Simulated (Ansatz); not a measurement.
V (simple rhombohedral, R-3m) under volume change, DFT-r²SCAN in the program Ansatz with PAW potentials, shape and atoms relaxed at each volume.

```json
[
 {"V (Å³/atom)": "12.094", "E − E(relaxed) (meV/atom)": "74.6", "P (GPa)": "21.41"},
 {"V (Å³/atom)": "12.493", "E − E(relaxed) (meV/atom)": "31.6", "P (GPa)": "13.31"},
 {"V (Å³/atom)": "12.891", "E − E(relaxed) (meV/atom)": "[?]", "P (GPa)": "[?]"},
 {"V (Å³/atom)": "13.290", "E − E(relaxed) (meV/atom)": "0.0", "P (GPa)": "0.00"},
 {"V (Å³/atom)": "13.689", "E − E(relaxed) (meV/atom)": "6.8", "P (GPa)": "-5.38"},
 {"V (Å³/atom)": "14.087", "E − E(relaxed) (meV/atom)": "26.2", "P (GPa)": "-10.03"},
 {"V (Å³/atom)": "14.486", "E − E(relaxed) (meV/atom)": "[?]", "P (GPa)": "[?]"}
]
```

Problem. Some entries are withheld; supply them.

Solution. 
- 14.486, E − E(relaxed) (meV/atom): 56.2
- 14.486, P (GPa): -14.04
- 12.891, E − E(relaxed) (meV/atom): 7.5
- 12.891, P (GPa): 6.19

Problem. What does a third-order Birch–Murnaghan fit give for V₀, B₀ and B′?

Solution. V₀ = 13.29 Å³/atom, B₀ = 191 GPa, B′ = 3.7.

The start of the workflow was typed in or built on a structure type; neither database checked (COD, Materials Project) lists it. It is not the phase usual at ambient conditions (space group No. 229). The cell was relaxed with r²SCAN under the symmetry of its start; whether a distortion lowers the energy is not shown. The workflow began spin-polarised and lost its moments. The cell computed holds one magnetic atom, so no antiferromagnetic order was within reach. The volume moved by 25 % from the start of the relaxation.

Potentials: the earlier of the program's two PAW sets.
